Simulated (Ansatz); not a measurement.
Level of theory: Ansatz 0.2.0, DFT PBE, scalar-relativistic, plane waves, PAW. Settings: cutoff 420 eV, Γ-centred meshes spaced at most about 0.3 Å⁻¹, and about 0.25 Å⁻¹ or finer for metals (2π included), Gaussian smearing. No spin polarisation in the final relaxations.

These are static total energies at zero pressure.

Two relaxed structures of Sn₄Te:

A. Space group R3m (No. 160), trigonal, a = 7.596 Å, c = 12.681 Å. Sn on a site of symmetry 3m is surrounded by 6 Sn at 3.03–3.15 Å; Sn on a site of symmetry m is surrounded by 1 Te at 2.95 Å and 4 Sn at 3.03–3.24 Å; around Te lie 3 Sn at 2.95 Å.

B. Space group P6/mmm (No. 191), hexagonal, a = 6.440 Å, c = 6.016 Å. Sn on a site of symmetry mmm is surrounded by 2 Te at 3.22 Å and 4 Sn at 3.22 Å; Sn on a site of symmetry 6/mmm is surrounded by 2 Te at 3.01 Å; around Te lie 2 Sn at 3.01 Å and 6 Sn at 3.22 Å.

**Question.** Which is lower in energy, and by how much?

**Answer.** A is lower, by 293 meV/atom. A has space group R3m (No. 160), 42.2 Å³/atom and no gap on its mesh; B has space group P6/mmm (No. 191), 43.2 Å³/atom and no gap. Counting Sn atoms around Te (those within 1.25 times the shortest such distance or 1.15 times the sum of covalent radii), A has Te 3 and B has Te 8. Even the lower one lies +0.23 eV/atom against the reference forms of the elements (uncorrected), so neither is stable at this level. Both come from invented guesses. A third cell relaxed alike, in P4/mmm, lies 9 meV/atom below the lower of the two.

Spin–orbit coupling, which can matter for Te, is left out. A magnetic state wasn't ruled out in cells without spin, among them P6/mmm. Cells relaxed within their symmetry can be saddle points.
